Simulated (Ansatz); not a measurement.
Task: ZnSe (rock salt, Fm-3m) is relaxed with DFT-PBE+D3(BJ) in the program Ansatz with PAW potentials. What lattice parameters of the conventional cell result?

Result: a = 5.288 Å.

These are the values of the symmetrised cell.

Task: Is it a metal or does it have a gap at this level?

Result: No gap at this level.

This is a known high-pressure phase of the composition, computed here at zero pressure and temperature. The cell was relaxed with PBE+D3(BJ) under the symmetry of its start; whether a distortion lowers the energy is not shown. Scalar-relativistic: spin–orbit coupling is off unless named, which matters more the heavier the elements.

Potentials: the later of the program's two PAW sets.
